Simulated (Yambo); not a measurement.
Yambo input for a free-standing SnO monolayer (symmetry P4/nmm, slab cell 15.3 Å high) under biaxial strain of +1.5 % in the plane (a = b = 3.842 Å, c = 15.300 Å, α = β = γ = 90.00°), on PBE (stringent potentials; Quantum ESPRESSO, PseudoDojo norm-conserving, 102 Ry, scalar-relativistic) wavefunctions on a 18×18×1 mesh:

```
rim_cut
optics
chi
dipoles
kernel
RandQpts= 1000000
RandGvec= 2 Ry
CUTGeo= "slab z"
FFTGvecs= 30 Ry
Chimod= "HARTREE"
NGsBlkXd= 2 Ry
% QpntsRXd
 1 | 1 |
%
% BndsRnXd
 9 | 69 |
%
GrFnTpXd= "R"
% EnRngeXd
 0.0 | 20.0 | eV
%
% DmRngeXd
 0.2 | 0.2 | eV
%
CGrdSpXd= 50
ETStpsXd= 161
% LongDrXd
 1.0 | 0.0 | 0.0 |
%
```

First lines of the file o-*.alpha_q1_inv_rpa_dyson:

```
Polarizability  ( -<<X>> ) @ Q(1):   1.00000000     0.00000000     0.00000000    [q->0 direction]
#
# Polarizability units: length
#
# [ X ] Hartree size     :   93
# [GEN] GF Energies     : Perdew, Burke & Ernzerhof(X)+Perdew, Burke & Ernzerhof(C)
# [GEN] Green`s Function     : Retarded
#
# [GEN] Gauge     : Length
# [GEN] [r,Vnl] included     : yes
#
#    E[1] [eV]     Im(alpha)     Re(alpha)     Im(alpha_o)     Re(alpha_o)
#
     0.000000     -0.42252E-16     3.289974     -0.90114E-19     4.038364
     0.125000     0.005343     3.291630     0.007871     4.040802
     0.250000     0.010732     3.296614     0.015820     4.048137
     0.375000     0.016211     3.304966     0.023924     4.060441
     0.500000     0.021830     3.316757     0.032267     4.077835
     0.625000     0.027641     3.332088     0.040940     4.100490
     0.750000     0.033700     3.351094     0.050041     4.128637
     0.875000     0.040071     3.373944     0.059685     4.162572
     1.000000     0.046827     3.400850     0.070000     4.202660
     1.125000     0.054049     3.432071     0.081140     4.249356
     1.250000     0.061838     3.467921     0.093287     4.303210
     1.375000     0.070308     3.508776     0.106663     4.364896
     1.500000     0.079603     3.555090     0.121539     4.435232
     1.625000     0.089894     3.607412     0.138257     4.515214
     1.750000     0.101398     3.666402     0.157248     4.606065
     1.875000     0.114386     3.732863     0.179072     4.709293
     2.000000     0.129207     3.807780     0.204460     4.826774
     2.125000     0.146316     3.892365     0.234395     4.960864
     2.250000     0.166319     3.988131     0.270218     5.114562
     2.375000     0.190035     4.096984     0.313803     5.291737
     2.500000     0.218608     4.221366     0.367848     5.497462
     2.625000     0.253668     4.364449     0.436350     5.738511
     2.750000     0.297626     4.530436     0.525455     6.024114
     2.875000     0.354182     4.724998     0.645033     6.367114
     3.000000     0.429285     4.955951     0.811769     6.785739
     3.125000     0.533065     5.234230     1.055653     7.306115
     3.250000     0.683961     5.575108     1.434650     7.964867
     3.375000     0.918336     5.998465     2.070406     8.805606
     3.500000     1.313364     6.519019     3.235232     9.827652
     3.625000     2.014919     7.083202     5.447989     10.68757
     3.750000     3.119727     7.448056     8.820578     10.06046
```
(The file goes on to the top of the energy range; α is in bohr.) Convergence of the RPA response with its 18×18×1 mesh was not tested.

Spin-orbit coupling is not included.

Geometry strained from the cell relaxed with PBEsol, atoms relaxed again.

This is a model layer cut from the bulk structure; whether it is stable on its own was not checked.
